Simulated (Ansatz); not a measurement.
A relaxed 1×1 slab of 5 planes, cut along (100) from a fcc crystal of one element, has a cell area of 7.34 Å² and a bulk spacing of 1.915 Å between its first planes. All-electron LAPW in Ansatz 0.2.0 (PBEsol, scalar-relativistic, no spin polarisation) gives γ = 3.28 J/m², Φ = 5.69 eV and a change of the outer spacing of -5.8 %. The fcc structure needn't be the element's own.

**Question.** Which element is it?

**Answer.** Ir. Neighbours weren't tried against these numbers.
